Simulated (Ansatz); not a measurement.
## LiMg2Ge2: reading a single point

```xyz
5
Lattice="4.0352 0.0000 0.0000 -2.0176 3.4946 0.0000 0.0000 0.0000 6.6385" Properties=species:S:1:pos:R:3 pbc="T T T"
Mg   -0.0002    2.3298    4.1876
Mg    2.0178    1.1647    2.4509
Ge    2.0178    1.1647    4.9596
Ge   -0.0002    2.3298    1.6789
Li    0.0000    0.0000    0.0000
```

Single point in Ansatz 0.2.0 with PBE, no spin polarisation. Cutoff 420 eV, PAW datasets, 10×10×5 Γ-centred k mesh, fermi-dirac filling (width 0.1 eV).

**Contacts.** Mg–Ge at 2.45 Å: least valence density 0.24 e/Å³ and ELF 0.17 there. Ge–Li at 2.87 Å: least valence density 0.07 e/Å³ and ELF 0.04 there. Li–Mg at 3.38 Å: least valence density 0.06 e/Å³ and ELF 0.05 there. Both are smooth PAW fields, read partly inside the augmentation spheres.
**Formation energy.** 0.29 eV an atom against the elements' usual phases (free molecules for gases, crystals otherwise, with no correction for O₂ or N₂), so at this geometry it isn't bound against them. Relaxing would lower it.
**Forces.** The largest is on Ge3 (and as large on other atoms): 2.25 eV/Å, components (0.00, 0.00, 2.25). It makes 108° with the line to a nearest neighbour, Mg1 at 2.45 Å.
**Charges.** Bader charges in e: Li +0.86, Mg +1.44, Ge -1.86. In the mean Mg gives up most and Ge takes most.
**At the Fermi level.** It is a metal, with about 2.8 states/eV a cell as the mean within 0.25 eV of the Fermi level, mostly Ge p (90 %).

Origin: a known structure type with other elements, at an estimated volume, so it need not be a known compound. Caveats: atoms or cell far from equilibrium.
